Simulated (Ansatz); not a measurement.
Al:
```
CELL_PARAMETERS angstrom
      2.82407     0.00000     0.00000
     -1.41203     2.44571     0.00000
      0.00000     0.00000    27.66493
ATOMIC_POSITIONS crystal
  Al 0.66667 0.33333 0.66625
  Al 0.00000 0.00000 0.75000
  Al 0.66667 0.33333 0.83375
  Al 0.33333 0.66667 0.91692
  Al 0.00000 0.00000 0.00000
  Al 0.66667 0.33333 0.08308
  Al 0.33333 0.66667 0.16625
  Al 0.00000 0.00000 0.25000
  Al 0.33333 0.66667 0.33375
  Al 0.66667 0.33333 0.41692
  Al 0.00000 0.00000 0.50000
  Al 0.33333 0.66667 0.58308
```

Relaxed with r²SCAN. Special points in fractions of this cell's reciprocal vectors: Γ (0.000, 0.000, 0.000); M (0.500, 0.000, 0.000); K (0.333, 0.333, 0.000); A (0.000, 0.000, 0.500); L (0.500, 0.000, 0.500); H (0.333, 0.333, 0.500).

**Question.** List the band energies nearest the Fermi level at these points for r²SCAN (plane waves, PAW; program Ansatz).

**Answer.** In eV from the Fermi level; about four levels below and three above (degenerate sets whole), none deeper than 8.9 eV; points with the same levels are listed once.

| k | below | above |
|---|---|---|
| Γ | -5.15 -4.58 -2.33 -2.31 | 0.54 0.55 3.73 3.73 |
| M | -0.71 -0.70 -0.66 -0.63 | 1.00 1.03 1.74 |
| K | -1.92 -1.92 -1.24 -0.77 -0.77 | 0.18 0.18 0.57 |
| A | -3.61 -3.61 -0.93 -0.93 | 2.10 2.10 5.43 5.43 |
| L | -1.82 -1.82 -1.31 -1.31 | 0.17 0.17 0.35 0.35 |
| H | -1.48 -1.48 -0.86 -0.86 | 0.32 0.32 0.90 0.90 |

Space group P6_3/mmc. The start of the workflow was typed in or built on a structure type; the Crystallography Open Database copy checked does not list it. It is not the phase usual at ambient conditions (space group No. 225). The cell was relaxed with r²SCAN under the symmetry of its start; whether a distortion lowers the energy is not shown.

Potentials: the earlier of the program's two PAW sets.
